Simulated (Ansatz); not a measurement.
Cs$_{2}$RbAsF$_{6}$: computed property card

Cs₂RbAsF₆:
```
CELL_PARAMETERS angstrom
      0.00000     4.71547     4.71547
      4.71547     0.00000     4.71547
      4.71547     4.71547     0.00000
ATOMIC_POSITIONS crystal
  Cs 0.75000 0.75000 0.75000
  Cs 0.25000 0.25000 0.25000
  Rb 0.50000 0.50000 0.50000
  As 0.00000 0.00000 0.00000
  F  0.78191 0.21809 0.21809
  F  0.21809 0.78191 0.78191
  F  0.21809 0.78191 0.21809
  F  0.78191 0.21809 0.78191
  F  0.21809 0.21809 0.78191
  F  0.78191 0.78191 0.21809
```

Space group Fm-3m (No. 225); conventional cell a = b = c = 9.4309 Å, α = β = γ = 90.00°.

Method: the program Ansatz at the r²SCAN level (PAW). Geometry: relaxed at this level of theory. Other levels are named where they apply.

### Cell and energy

```yaml
volume_per_atom: 20.97 Å³
density: 4.28 g/cm³
```

### Electronic structure

```yaml
band_gap: 4.90 eV (indirect)
valence_band_maximum: at L
conduction_band_minimum: on the Γ–X line, 44 % of the way from Γ (6 equivalent valleys)
smallest_direct_gap_on_the_standard_path: 4.98 eV
electron_effective_mass: 0.62, 1.8, 1.8 mₑ (principal values)
Electron effective mass with spin–orbit coupling: 0.67, 2.0, 2.0 mₑ (principal values)
hole_effective_mass: 1.3, 2.0, 2.0 mₑ (principal values)
Hole effective mass with spin–orbit coupling: 1.3, 2.0, 2.0 mₑ (principal values)
HSE06 gap on the r²SCAN cell: 5.81 eV
Gap with spin–orbit coupling: 4.87 eV
```

### Mechanics

```yaml
Bulk modulus (Birch–Murnaghan fit): 34.7 GPa
Pressure derivative B′: 5.7
```

### Charges

```yaml
bader_charges: Cs +0.93, Rb +0.90, As +2.02, F -0.79 e
```

The workflow started from a Materials Project entry (that database holds measured and hypothetical structures alike); the Crystallography Open Database copy checked does not list it. Its standing as an ambient phase is unchecked. The r²SCAN relaxation kept the symmetry of its start; its stability against distortions is not shown here. Scalar-relativistic: spin–orbit coupling is off unless named, which matters more the heavier the elements.

Potentials: the later of the program's two PAW sets.
